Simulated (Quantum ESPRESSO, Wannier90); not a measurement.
Li$_{3}$Sb (Fm-3m): Wannier90 run

Structure: Materials Project mp-2074, symmetrised, not relaxed again. COD (Crystallography Open Database) has the formula in 2 space groups, this one among them (matched by group alone). Method: PBEsol plane waves in Quantum ESPRESSO 7.5 (PseudoDojo norm-conserving files, 64 Ry, spinors with spin-orbit coupling), Bloch states on a 6×6×6 mesh through Γ, Wannier90 4.0.1. Density: 8×8×8 mesh, Gaussian smearing 0.01 Ry.

On the energy scale of pw.x, whose zero is arbitrary, the valence-band maximum lies at 5.82 eV.

Input w.win:

```
num_bands = 2
num_wann = 2
exclude_bands = 1-16,19-68
spinors = true
num_iter = 1000
conv_tol = 1.0e-6
conv_window = 4
write_hr = true
write_u_matrices = true
auto_projections = true
begin unit_cell_cart
ang
    0.0000000000    3.2724600000    3.2724600000
    3.2724600000    0.0000000000    3.2724600000
    3.2724600000    3.2724600000    0.0000000000
end unit_cell_cart
begin atoms_frac
Li   0.5000000000  0.5000000000  0.5000000000
Li  -0.2500000000 -0.2500000000 -0.2500000000
Li   0.2500000000  0.2500000000  0.2500000000
Sb   0.0000000000  0.0000000000  0.0000000000
end atoms_frac
mp_grid = 6 6 6
begin kpoints
0.0000000000 0.0000000000 0.0000000000
0.0000000000 0.0000000000 0.1666666667
0.0000000000 0.0000000000 0.3333333333
... (213 more lines: the 6x6x6 mesh through Gamma)
end kpoints
```

Input of pw2wannier90.x that gives the overlap and projection files (equivalent; here they were cut from one run over all bands):

```
&inputpp
  outdir = './out'
  prefix = 'pwscf'
  seedname = 'w'
  write_amn = .true.
  write_mmn = .true.
  atom_proj = .true.
  atom_proj_exclude = 1 2 3 4 5 6 7 8 9 10 11 12 13 14 15 16 17 18 19 20 21 22 25 26 27 28 29 30
/
```

Output w.wout (banner and timings cut):

```
                                    ------
                                    SYSTEM
                                    ------

                              Lattice Vectors (Ang)
                    a_1     0.000000   3.272460   3.272460
                    a_2     3.272460   0.000000   3.272460
                    a_3     3.272460   3.272460   0.000000

                   Unit Cell Volume:      70.08951  (Ang^3)

                        Reciprocal-Space Vectors (Ang^-1)
                    b_1    -0.960009   0.960009   0.960009
                    b_2     0.960009  -0.960009   0.960009
                    b_3     0.960009   0.960009  -0.960009

 *----------------------------------------------------------------------------*
 |   Site       Fractional Coordinate          Cartesian Coordinate (Ang)     |
 +----------------------------------------------------------------------------+
 | li   1   0.50000   0.50000   0.50000   |    3.27246   3.27246   3.27246    |
 | li   2  -0.25000  -0.25000  -0.25000   |   -1.63623  -1.63623  -1.63623    |
 | li   3   0.25000   0.25000   0.25000   |    1.63623   1.63623   1.63623    |
 | sb   1   0.00000   0.00000   0.00000   |    0.00000   0.00000   0.00000    |
 *----------------------------------------------------------------------------*
                                ------------
                                K-POINT GRID
                                ------------

             Grid size =  6 x  6 x  6      Total points =  216

 *---------------------------------- MAIN ------------------------------------*
 |  Number of Wannier Functions               :                 2             |
 |  Number of Objective Wannier Functions     :                 2             |
 |  Number of input Bloch states              :                 2             |
 |  Output verbosity (1=low, 5=high)          :                 1             |
 |  Timing Level (1=low, 5=high)              :                 1             |
 |  Optimisation (0=memory, 3=speed)          :                 3             |
 |  Length Unit                               :               Ang             |
 |  Post-processing setup (write *.nnkp)      :                 F             |
 |  Using Gamma-only branch of algorithms     :                 F             |
 *----------------------------------------------------------------------------*
 *------------------------------- WANNIERISE ---------------------------------*
 |  Total number of iterations                :              1000             |
 |  Number of CG steps before reset           :                 5             |
 |  Trial step length for line search         :             2.000             |
 |  Convergence tolerence                     :         0.100E-05             |
 |  Convergence window                        :                 4             |
 |  Iterations between writing output         :                 1             |
 |  Iterations between backing up to disk     :               100             |
 |  Write r^2_nm to file                      :                 F             |
 |  Write xyz WF centres to file              :                 F             |
 |  Write on-site energies <0n|H|0n> to file  :                 F             |
 |  Use guiding centre to control phases      :                 F             |
 |  Use phases for initial projections        :                 F             |
 *----------------------------------------------------------------------------*
 *-------------------------------- PLOTTING ----------------------------------*
 |  Plotting Hamiltonian in WF basis          :                 T             |
 *----------------------------------------------------------------------------*

       ... (k-mesh section left out)

 Starting a new Wannier90 calculation ...

 Reading overlaps from w.mmn

 Reading projections from w.amn

 *------------------------------- WANNIERISE ---------------------------------*
 +--------------------------------------------------------------------+<-- CONV
 | Iter  Delta Spread     RMS Gradient      Spread (Ang^2)            |<-- CONV
 +--------------------------------------------------------------------+<-- CONV

 ------------------------------------------------------------------------------
 Initial State
  WF centre and spread    1  (  0.000000, -0.000000, -0.000000 )     1.96324799
  WF centre and spread    2  ( -0.000000,  0.000000, -0.000000 )     1.96324799
  Sum of centres and spreads (  0.000000, -0.000000, -0.000000 )     3.92649598

      0     0.393E+01     0.0000000000        3.9264959847  <-- CONV
        O_D=      0.0000024 O_OD=      0.0000046 O_TOT=      3.9264960 <-- SPRD
 ------------------------------------------------------------------------------
      1    -0.227E-08     0.0000462589        3.9264959824  <-- CONV
        O_D=      0.0000024 O_OD=      0.0000046 O_TOT=      3.9264960 <-- SPRD
      2    -0.582E-10     0.0000088584        3.9264959823  <-- CONV
        O_D=      0.0000024 O_OD=      0.0000046 O_TOT=      3.9264960 <-- SPRD
      3    -0.133E-13     0.0000009863        3.9264959823  <-- CONV
        O_D=      0.0000024 O_OD=      0.0000046 O_TOT=      3.9264960 <-- SPRD
      4    -0.253E-13     0.0000009773        3.9264959823  <-- CONV
        O_D=      0.0000024 O_OD=      0.0000046 O_TOT=      3.9264960 <-- SPRD
             <<<     Delta < 1.000E-06  over  4 iterations     >>>
             <<< Wannierisation convergence criteria satisfied >>>
 Final State
  WF centre and spread    1  (  0.000000, -0.000000, -0.000000 )     1.96324799
  WF centre and spread    2  ( -0.000000,  0.000000, -0.000000 )     1.96324799
  Sum of centres and spreads (  0.000000, -0.000000, -0.000000 )     3.92649598

         Spreads (Ang^2)       Omega I      =     3.926488939
        ================       Omega D      =     0.000002429
                               Omega OD     =     0.000004614
    Final Spread (Ang^2)       Omega Total  =     3.926495982
```
